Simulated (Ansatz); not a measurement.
MnGa₄: do energies and stresses tell the same story?

Level of theory: Ansatz, DFT PBEsol, scalar-relativistic, plane waves, PAW.

Cutoff 420 eV; k points 10×10×10 on the computed 5-atom cell (Γ-centred); Gaussian smearing, width 0.10 eV; collinear spin from starting moments 0.62 0 0 0 0 μB.

Relaxed cell: Im-3m, a = 5.510 Å, b = 5.510 Å, c = 5.510 Å, α = 90.00°, β = 90.00°, γ = 90.00°, 5 atoms in the primitive cell. Whether it is the stable form of this composition wasn't checked.

Energies at zero smearing and pressures from the stress tensor, at volumes with shape and atoms relaxed:
```
V (Å³/atom) E − E(first) (meV/atom) P (GPa)
     14.718                     0.00    18.02
     15.219                   -47.25    12.32
     15.721                   -78.07     7.50
     16.223                   -95.02     3.44
     16.724                  -100.25     0.01
     17.226                   -95.59    -2.87
     17.728                   -82.60    -5.30
     18.397                   -54.61    -7.93
```

**Question.** Check P = −dE/dV between neighbouring volumes, and get the bulk modulus from the pressures alone.

**Answer.** With 1 eV/Å³ = 160.2 GPa:
| middle V (Å³/atom) | −ΔE/ΔV (GPa) | mean P (GPa) |
| --- | --- | --- |
| 14.968 | 15.090 | 15.169 |
| 15.470 | 9.841 | 9.910 |
| 15.972 | 5.410 | 5.472 |
| 16.474 | 1.671 | 1.727 |
| 16.975 | -1.489 | -1.431 |
| 17.477 | -4.148 | -4.088 |
| 18.062 | -6.703 | -6.616 |

The two differ by 0.09 GPa at most. The mean of two end pressures misses the average over a step by about ΔV² P″/12, up to 0.08 GPa here; with that taken off 0.03 GPa remains. The stress is the derivative of the free energy, not of the energy at zero smearing, and with free energies 0.00 GPa remains. The largest site moment goes from 0.40 to 0.72 μB along the series, which bends P(V). Around V = 16.724 Å³/atom, the two neighbours give B = −V ΔP/ΔV = 16.724 × 6.32 / 1.003 = 105.3 GPa, against B0 = 104.7 GPa from the Birch–Murnaghan fit of the energies.

Only parallel moments were tried here.

Only this magnetic start was tried.